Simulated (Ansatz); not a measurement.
# How RbLuSe2 answers to pressure

```
Rb Lu Se
1.0
     2.06470    1.19206    7.87133
    -2.06470    1.19206    7.87133
     0.00000   -2.38411    7.87133
Rb Lu Se
1 1 2
Direct
  0.00000 0.00000 0.00000
  0.50000 0.50000 0.50000
  0.23179 0.23179 0.23179
  0.76821 0.76821 0.76821
```

The structure is an experimental refinement, used without relaxation.

No spin–orbit coupling, which matters for the heavy atoms here.

Level of theory: DFT, PBEsol, all-electron LAPW, scalar-relativistic (Ansatz 0.2.0).

Sampling and basis: a Γ-centred 7×7×7 k mesh, Fermi–Dirac smearing of 0.03 eV, basis error target 1 meV/atom, no spin polarisation.

The cell is scaled evenly with fractional coordinates held. Semilocal gaps are too small, but their slopes usually carry over better; a slope of a few tenths of an eV per unit of ln V is near zero and can change sign within a few per cent of volume.

```tsv
V/V(cell)	P (GPa)	gap on the k mesh (eV)
0.9600	0.90	1.767
0.9800	-0.16	1.816
0.9900	-0.64	1.839
1.0000	-1.10	1.862
1.0100	-1.54	1.883
1.0200	-1.95	1.904
1.0400	-2.72	1.942
1.0600	-3.41	1.977
```

**Question.** From the rows at 0.9900 and 1.0100, what is the bulk modulus at the cell's volume?

**Answer.** B = −ΔP/Δln V = −[(-1.54) − (-0.64)]/0.02000 = 45.0 GPa.

**Question.** What are the gap's volume deformation potential and pressure coefficient?

**Answer.** dEg/dln V = (1.883 − 1.839)/0.02000 = 2.20 eV, and dEg/dP = −(dEg/dln V)/B = -49 meV/GPa: pressure narrows the gap.

**Question.** Predict the row at V/V(cell) = 0.9400. How far is a linear estimate of P off?

**Answer.** P = 2.07 GPa, gap 1.713 eV. The linear estimate P(cell) − B ln(V/V(cell)) = 1.68 GPa misses by 0.39 GPa, since the modulus grows under compression.
